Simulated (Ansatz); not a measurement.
## CrGe6Mo2: computed properties

All numbers below come from Ansatz 0.2.0, DFT PBE, scalar-relativistic, plane waves, PAW.

Plane waves to 420 eV, a k mesh through Γ of 10×10×10 on the computed 9-atom cell and Gaussian smearing (0.10 eV); no spin polarisation.

The structure is relaxed at this level of theory with its symmetry kept, and needn't be the ground state of this composition.

Space group Fmmm (No. 69), orthorhombic, a = 4.678 Å, b = 8.224 Å, c = 14.022 Å. Cr has 10 Ge at 2.66–2.79 Å and 4 Mo at 3.30 Å; Ge on a site of symmetry m2m has 5 Ge at 2.65–2.76 Å, 2 Mo at 2.68 Å, 3 Cr at 2.69–2.79 Å and 4 Ge at 3.29 Å; Ge on a site of symmetry m has 5 Ge at 2.65–2.80 Å, 1 Cr at 2.66 Å, 4 Mo at 2.69–2.79 Å and 4 Ge at 3.29–3.35 Å; around Mo lie 10 Ge at 2.68–2.79 Å, 2 Cr at 3.30 Å and 2 Mo at 3.31 Å.

| Quantity | Value |
| --- | --- |
| Volume per atom | 101.1 bohr³ |
| Formation energy from the elements' standard states (uncorrected) | -0.061 eV/atom |
| Kohn–Sham band gap | none (metal) |
| Density of states at the Fermi level | 1.1 states/eV per cell |
| Orbital (Löwdin) character within 0.5 eV of the Fermi level | Cr 3d 41 %, Mo 4d 39 %, Ge 4p 13 % |
| Bader charge by site (e) | Cr (1 in the cell) 0.53, Ge (2 in the cell) -0.21, Ge (4 in the cell) -0.17, Mo (2 in the cell) 0.30 |

Spin polarisation was left out, and a magnetic state may lie lower.

The cell was found from a structure generator's guess, not taken from experiment. Löwdin shares on free-atom orbitals overweight diffuse shells.
